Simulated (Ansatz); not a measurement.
A comparison from first-principles data. A metal film that reacts with Si consumes substrate; on a shallow junction the depth consumed per thickness of contact matters as much as the driving force.

MoSi2 serves as the reference. 10 nm of metal is deposited and fully reacted. All products have no gap at this level.

Where the numbers come from (Ansatz, a plane-wave PAW program, with an older set of its potentials): volume per atom: r²SCAN, relaxed cell; metal volume, Si volume: r²SCAN, the element in its room-temperature structure; ΔH_f: r²SCAN, 0 K, against the elements in the same set-up, no fitted corrections.

Whether these are the forms stable at ambient conditions was not checked: ZrSi2 (Cmcm, oS12); HfSi (Pnma, oP8). No claim is made that these are known or stable phases: NbSi2 (P6₄22, hP9); Nb5Si3 (I4/mcm, tI32); Zr3Si2 (P4/mbm, tP10). Run without spin polarisation: Ni3Si, NiSi2, NiSi. Spin–orbit coupling is left out unless named. No other phase of the formula is at hand at the same level beside Nb5Si3 (I4/mcm, tI32), Zr3Si2 (P4/mbm, tP10), NbSi2 (P6₄22, hP9), ZrSi2 (Cmcm, oS12), HfSi (Pnma, oP8). ΔH_f counts from the lowest computed solid of each element: Hf (P6_3/mmc), Mo (Im-3m), Nb (Im-3m), Ni (Fm-3m, ferromagnetic), Si (Fd-3m), Ta (Im-3m), Zr (P6_3/mmc).

Definitions used: Si consumed = metal thickness × y × V(Si)/V(metal); product = metal thickness × (1 + y) × V/V(metal); ratio = consumed/product; volume change = product/(metal + consumed) − 1.

```
crystal                    Si atoms per metal atom  V (Å³/atom)  V of the metal (Å³/atom)  V of Si (Å³/atom)  ΔH_f (eV/atom)  Si consumed (nm)  product thickness (nm)  consumed per nm of product  volume change (%)
-------------------------  -----------------------  -----------  ------------------------  -----------------  --------------  ----------------  ----------------------  --------------------------  -----------------
MoSi2 (I4/mmm), reference                    2.000        13.36                     15.64              20.17          −0.470             25.79                   25.63                        1.01                −28
NbSi2 (P6₄22, hP9)                           2.000        14.56                     18.01              20.17          −0.534             22.40                   24.25                        0.92                −25
Ni3Si (Cu3Au type)                           0.333        10.41                     10.54              20.17          −0.434              6.37                    8.56                        0.74                −48
NiSi2 (Fm-3m)                                2.000        13.03                     10.54              20.17          −0.346             38.27                   37.09                        1.03                −23
ZrSi2 (Cmcm, oS12)                           2.000        16.76                     23.51              20.17          −0.662             17.16                   21.39                        0.80                −21
Nb5Si3 (I4/mcm, tI32)                        0.600        16.11                     18.01              20.17          −0.738              6.72                   14.31                        0.47                −14
Zr3Si2 (P4/mbm, tP10)                        0.667        18.73                     23.51              20.17          −0.935              5.72                   13.28                        0.43                −16
TaSi2 (P6₂22)                                2.000        14.42                     18.05              20.17          −0.456             22.35                   23.97                        0.93                −26
NiSi (Pnma)                                  1.000        11.91                     10.54              20.17          −0.473             19.14                   22.60                        0.85                −22
HfSi (Pnma, oP8)                             1.000        16.92                     22.35              20.17          −0.856              9.02                   15.14                        0.60                −20
Mo3Si (Pm-3n)                                0.333        14.56                     15.64              20.17          −0.333              4.29                   12.41                        0.35                −13
```

Task: Check the column «product thickness (nm)» against the rules: one row is wrong, and what depends on it inherits the slip. Find and correct it.

Result: The row of Ni3Si shows 8.56. From its own inputs, product thickness: 10 × (1 + 0.333) × 10.41/10.54 = 13.17 nm. Carried on: Si consumed per nm of product: 6.37/13.17 = 0.48; volume change: 100 × (13.17/(10 + 6.37) − 1) = −20 %. The other rows agree with the rules.

With the correction: Ranking by Si consumed per nm of product, lowest first: Mo3Si (0.35 ± 0.011), Zr3Si2 (P4/mbm, tP10) (0.43 ± 0.014), Nb5Si3 (I4/mcm, tI32) (0.47 ± 0.015) ≈ Ni3Si (0.48 ± 0.015), HfSi (Pnma, oP8) (0.60 ± 0.019), ZrSi2 (Cmcm, oS12) (0.80 ± 0.025), NiSi (0.85 ± 0.027), NbSi2 (P6₄22, hP9) (0.92 ± 0.029) ≈ TaSi2 (0.93 ± 0.029), MoSi2 (1.01 ± 0.032) ≈ NiSi2 (1.03 ± 0.033). The ± follows from allowances picked for this note (volume per atom 1 %, 3 % for the model), carried to first order and added in quadrature; ≈ joins neighbours closer than their two ± added in quadrature. On this figure 9 of 10 candidates do clearly better than the reference.

Which phase forms first is kinetic; barrier heights, resistivities and agglomeration are not treated. Phases over 50 meV/atom above the lowest one at hand were not drawn (by r²SCAN where it compared them, else by the largest value; a layered or molecular lowest phase counts only with a dispersion term); other phases could lie lower still. Rows are perfect crystals in the structures named, stable or not; films, defects and interfaces will differ. Rows were sampled with a lean to familiar crystals, related or not, whatever their agreement with measurement; tables with many equal figures were not kept. Limits of the draw: ΔH_f under −0.03 eV/atom; for ΔH_f, runs without a dispersion term, no Mn, and elements whose lowest cell is their usual one. As a rule kept out of such tables: 4f compounds, open-shell compounds run without a Hubbard term, cells found unstable in the tests at hand, cells close to a higher symmetry, and runs set to a pressure or over 12 % in volume from the crystal's fullest run.
